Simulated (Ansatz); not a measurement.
Ansatz (a quantum-chemistry and plane-wave program) input:

Ansatz 0.2 input:
```yaml
crystal:
  lattice:
    - [3.219256841, 0.0, 0.0]
    - [0.0, 3.219256841, 0.0]
    - [0.0, 0.0, 3.219256841]
  atoms:
    - { symbol: Bi, position: [0.0, 0.0, 0.0] }
kpoints:
  mp_grid: { grid: [9, 9, 9] }
  band_path:
    path:
      - [[0.0, 0.0, 0.0], [0.0, 0.5, 0.0], [0.5, 0.5, 0.0], [0.0, 0.0, 0.0], [0.5, 0.5, 0.5], [0.0, 0.5, 0.0]]  # Γ-X-M-Γ-R-X
      - [[0.5, 0.5, 0.5], [0.5, 0.5, 0.0]]  # R-M
    npoints: 12
basis: { xc_grid: 2 }
hamiltonian:
  xc: pbesol
  pseudopotentials: { azcp: { folder: ./paw }, kind: paw_fr }
magnetization: { noncollinear: true, spin_orbit: true }
scf:
  n_extra_bands: 13
  convergence: { dr2_threshold: 0.0000000001 }
  occupations: { method: gaussian, width: 0.05 }
output: { eigenvalues: true }
```

Output (shortened):

```
Pseudopotential: Bi, paw, valence charge 15
Functional definition: PBEsol
non-collinear run that drives no moment, with spin-orbit …
Crystal: 1 atoms, lattice volume = 33.363 Å³
Basis set: ecut = 420 eV, 619 PW (Γ), exchange–correlation on 48×48×48 points (8 copies of the dense FFT grid, shifted against one another)
Bands: 28, of which v1, the nominal top of the filled ones, is band 15 counted from 1 (14 counted from 0)
Symmetry: 48 space group operations + 48 with time reversal
k-points: 35 of 729
Projection manifold: j_resolved (fully-relativistic pseudo-atomic orbitals)
SCF iter   1: F=—  HF=-12285.388903 eV  |F-HF|=—  |Δ(HF+E_count)|=         —  Δρ=7.17e-3  dr2=1.53e-2  dr2_m=0.00e0 (ungated)  ethr=3.10e-3  |M|=0.00e0 ∫|m|=0.00e0 μB  |m|>n=0.0e0 m-floor=0.0e0 τ_xc=0.0e0  β_m=0.30  ⟨swp⟩=7.6  Hψ=2804  notcnv=0  defer=44
preconditioner: auto → none
SCF iter   2: F=—  HF=-12285.388642 eV  |F-HF|=—  |Δ(HF+E_count)|=   2.61e-4  Δρ=5.00e-3  dr2=7.37e-3  dr2_m=0.00e0 (ungated)  ethr=1.02e-4  |M|=0.00e0 ∫|m|=0.00e0 μB  |m|>n=0.0e0 m-floor=0.0e0 τ_xc=0.0e0  β_m=0.64  ⟨swp⟩=1.5  Hψ=650  notcnv=0  defer=138
SCF iter   3: F=—  HF=-12285.389436 eV  |F-HF|=—  |Δ(HF+E_count)|=   7.94e-4  Δρ=1.51e-3  dr2=8.78e-4  dr2_m=0.00e0 (ungated)  ethr=4.91e-5  |M|=0.00e0 ∫|m|=0.00e0 μB  |m|>n=0.0e0 m-floor=0.0e0 τ_xc=0.0e0  β_m=0.45  ⟨swp⟩=2.2  Hψ=693  notcnv=0  defer=138
SCF iter   4: F=—  HF=-12285.389118 eV  |F-HF|=—  |Δ(HF+E_count)|=   3.18e-4  Δρ=9.33e-4  dr2=3.06e-4  dr2_m=0.00e0 (ungated)  ethr=5.85e-6  |M|=0.00e0 ∫|m|=0.00e0 μB  |m|>n=0.0e0 m-floor=0.0e0 τ_xc=0.0e0  β_m=0.72  ⟨swp⟩=1.9  Hψ=581  notcnv=0  defer=138
SCF iter   5: F=—  HF=-12285.388956 eV  |F-HF|=—  |Δ(HF+E_count)|=   1.63e-4  Δρ=6.23e-5  dr2=1.85e-6  dr2_m=0.00e0 (ungated)  ethr=2.04e-6  |M|=0.00e0 ∫|m|=0.00e0 μB  |m|>n=0.0e0 m-floor=0.0e0 τ_xc=0.0e0  β_m=0.81  ⟨swp⟩=2.0  Hψ=618  notcnv=0  defer=138
SCF iter   6: F=—  HF=-12285.388956 eV  |F-HF|=—  |Δ(HF+E_count)|=   1.08e-7  Δρ=2.50e-5  dr2=2.83e-7  dr2_m=0.00e0 (ungated)  ethr=1.23e-8  |M|=0.00e0 ∫|m|=0.00e0 μB  |m|>n=0.0e0 m-floor=0.0e0 τ_xc=0.0e0  β_m=0.91  ⟨swp⟩=2.5  Hψ=595  notcnv=0  defer=138
SCF iter   7: F=—  HF=-12285.388955 eV  |F-HF|=—  |Δ(HF+E_count)|=   1.52e-7  Δρ=6.59e-7  dr2=1.69e-10  dr2_m=0.00e0 (ungated)  ethr=1.89e-9  |M|=0.00e0 ∫|m|=0.00e0 μB  |m|>n=0.0e0 m-floor=0.0e0 τ_xc=0.0e0  β_m=0.95  ⟨swp⟩=2.0  Hψ=617  notcnv=0  defer=138
SCF iter   8: F=-12285.388955 eV  HF=-12285.388955 eV  |F-HF|=7.28e-12  |Δ(HF+E_count)|=  8.37e-11  Δρ=3.27e-8  dr2=2.67e-13  dr2_m=0.00e0 (ungated)  ethr=1.00e-12  |M|=0.00e0 ∫|m|=0.00e0 μB  |m|>n=0.0e0 m-floor=0.0e0 τ_xc=0.0e0  ⟨swp⟩=9.3  Hψ=2137  notcnv=0
SCF 1 converged in 8 iterations: F = -12285.388955 eV  dr2 = 2.67e-13
NSCF: frozen V_eff on 74 k-points
SCF converged after 8 iterations
Magnetization: |M| = 0.0000 μB,  M = (+0.0000, +0.0000, +0.0000) μB
Absolute magnetization: 0.0000 μB (∫|m|)
  site 0: m = (+0.0000, +0.0000, +0.0000) μB, |m| = 0.0000 μB  (R = 1.33 Å)
Free energy (F): -12285.388955 eV
Harris-Foulkes:  -12285.388955 eV  (|F-HF|=7.28e-12)
Internal energy: -12285.387144 eV  (E = F + TS)
E sigma→0 (E₀):  -12285.388050 eV
Entropy (-TS):   -0.001812 eV (-1.812 meV/atom)
Fermi energy:    10.492101 eV
--- Per-component energies (eV) ---
  E_band       = -97.608202
  E_kinetic    = 253.833096
  E_local      = -1307.822837  (includes V_loc(G=0)·N_el)
  E_nonlocal   = 412.330399
  E_hartree    = 485.491550
  E_xc         = -150.641691
  E_vxc        = -131.285894  (∫ρ·V_xc dr)
  E_paw        = -10550.925335  (= ΣΔE_a)
  E_vpaw       = -295.646261  (= ΣTr[D̂ρ^β])
  E_aug_tail   = 0.000215  (compensation charges beyond the density's cutoff)
  E_ewald      = -1427.754597
  E_core_change = 0.102058  (= ΣΔE_core)
  E_smearing   = -0.001812  (= −TS)
  E_closure    =  0.000000  (closes the sum)
  Σ components = -12285.388955   (vs F -12285.388955, Δ=0.00e0)
  [band-id]    e_kinetic+e_local+e_nonlocal+2·e_hartree+e_vxc+e_vpaw+e_augmentation_tail = -97.608182   (vs E_band -97.608202, Δ=2.01e-5)
--- Band table (eV; the first three rows and the last of 35) ---
  k-point 0: bands = ["-13.9147", "-13.9147", "-13.9147", "-13.9147", "-10.9968", "-10.9968", "-10.9968", "-10.9968", "-10.7572", "-10.7572", "-2.8630", "-2.8630", "11.5580", "11.5580", "14.3641", "14.3641", "14.3641", "14.3641", "16.7932", "16.7932", …
  k-point 1: bands = ["-13.9155", "-13.9155", "-13.9059", "-13.9059", "-10.9973", "-10.9973", "-10.9810", "-10.9810", "-10.7654", "-10.7654", "-2.7041", "-2.7041", "10.9077", "10.9077", "13.3347", "13.3347", "14.5546", "14.5546", "17.3584", "17.3584", …
  k-point 2: bands = ["-13.9173", "-13.9173", "-13.8848", "-13.8848", "-10.9992", "-10.9992", "-10.9392", "-10.9392", "-10.7849", "-10.7849", "-2.2434", "-2.2434", "8.8048", "8.8048", "13.2484", "13.2484", "15.0888", "15.0888", "17.8697", "17.8697", …
  k-point 34: bands = ["-13.8444", "-13.8444", "-13.8441", "-13.8441", "-10.9820", "-10.9820", "-10.7617", "-10.7617", "-10.7604", "-10.7604", "2.8362", "2.8362", "7.4059", "7.4059", "9.6986", "9.6986", "9.7257", "9.7257", "15.3263", "15.3263", "15.9174", …
```

Cost: very roughly 7 core-seconds on shared cores.

Space group Pm-3m (simple cubic). The start of the workflow was typed in or built on a structure type; neither database checked (COD, Materials Project) lists it. It is not the phase usual at ambient conditions (space group No. 166). The PBEsol relaxation kept the symmetry of its start; its stability against distortions is not shown here.

Potentials: the earlier of the program's two PAW sets. The files were generated under PBE; for other functionals the program regenerates the frozen cores, and for LDA and PBEsol the local potential too.

Ansatz is a plane-wave DFT program.
